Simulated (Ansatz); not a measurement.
This guess for MgCuC6N6 is about to be relaxed.

```
Mg Cu C N
1.0
     0.00000    5.15750    5.15750
     5.15750    0.00000    5.15750
     5.15750    5.15750    0.00000
Mg Cu C N
1 1 6 6
Direct
  0.00000 0.00000 0.00000
  0.50000 0.50000 0.50000
  0.80805 0.19195 0.19195
  0.19195 0.80805 0.19195
  0.19195 0.19195 0.80805
  0.19195 0.80805 0.80805
  0.80805 0.19195 0.80805
  0.80805 0.80805 0.19195
  0.69462 0.30538 0.30538
  0.30538 0.69462 0.30538
  0.30538 0.30538 0.69462
  0.30538 0.69462 0.69462
  0.69462 0.30538 0.69462
  0.69462 0.69462 0.30538
```

Theory: Ansatz, DFT PBE, scalar-relativistic, plane waves, PAW. Cutoff 420 eV, Gaussian smearing, Γ-centred meshes. Cell and atoms relax first on a coarse mesh and then on a finer one. In between, the cell is made exact in the group found at 0.06 Å. In metals the finer mesh still leaves noise of several meV/atom or more. The steps can't lower the symmetry of their start. Collinear spin, starting moments Cu 1.0 μB.

A guess keeps its type if space group and coordination stay and the shape of the cell changes little (axis ratios within about 15 %, angles within 6°); the volume may change.

Q: Will the relaxed cell still be of the starting type?

A: It keeps its type. The symmetry stays Fm-3m (No. 225). The volume per atom grows by 15.7 %, from 19.6 to 22.7 Å³. The shortest distance stays 1.17 Å (C–N). Counting neighbours within 15 % of an atom's shortest distance, the start has C 1, Cu 6, Mg 6, N 1 and the end C 1, Cu 6, Mg 6, N 1.

The last run used collinear spin, a 6×6×6 mesh for its 14-atom cell and Gaussian smearing of 0.10 eV. Another magnetic order may lie lower. A structure relaxed within its symmetry needn't be a true minimum.
